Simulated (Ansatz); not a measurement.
Si:
```cif
data_Si2
_chemical_formula_sum 'Si2'
_space_group_name_H-M_alt 'P 1'
_space_group_IT_number 1
_cell_length_a 2.64001
_cell_length_b 2.64001
_cell_length_c 4.55807
_cell_angle_alpha 90.000
_cell_angle_beta 90.000
_cell_angle_gamma 120.000
loop_
_space_group_symop_operation_xyz
  'x, y, z'
loop_
_atom_site_label
_atom_site_type_symbol
_atom_site_fract_x
_atom_site_fract_y
_atom_site_fract_z
_atom_site_occupancy
Si1 Si 0.33333 0.66667 0.75000 1
Si2 Si 0.66667 0.33333 0.25000 1
```

Relaxed with r²SCAN.

Task: Tabulate the valence density and the electron localisation function along the shortest Si–Si contact (2.64 Å), r²SCAN in the plane-wave PAW code Ansatz.

Result: 

| distance from Si (Å) | density (e/Å³) | ELF |
|---|---|---|
| 0.26 | 0.16 | 0.50 |
| 0.40 | 0.22 | 0.41 |
| 0.53 | 0.29 | 0.45 |
| 0.66 | 0.36 | 0.56 |
| 0.79 | 0.39 | 0.65 |
| 0.92 | 0.39 | 0.68 |
| 1.06 | 0.36 | 0.66 |
| 1.19 | 0.34 | 0.62 |
| 1.32 | 0.33 | 0.61 |
| 1.45 | 0.34 | 0.62 |
| 1.58 | 0.36 | 0.66 |
| 1.72 | 0.39 | 0.68 |
| 1.85 | 0.39 | 0.65 |
| 1.98 | 0.36 | 0.56 |
| 2.11 | 0.29 | 0.45 |
| 2.24 | 0.22 | 0.41 |
| 2.38 | 0.16 | 0.50 |

The density is the valence pseudo-density with augmentation charge, so density and ELF within about 1 Å of a nucleus are not all-electron values.

Space group P6_3/mmc (hcp (Mg type)). The start of the workflow was typed in or built on a structure type; the Crystallography Open Database copy checked does not list it. It is not the phase usual at ambient conditions (space group No. 227). The cell was relaxed with r²SCAN under the symmetry of its start; its stability against distortions is not shown here.

Potentials: the earlier of the program's two PAW sets.
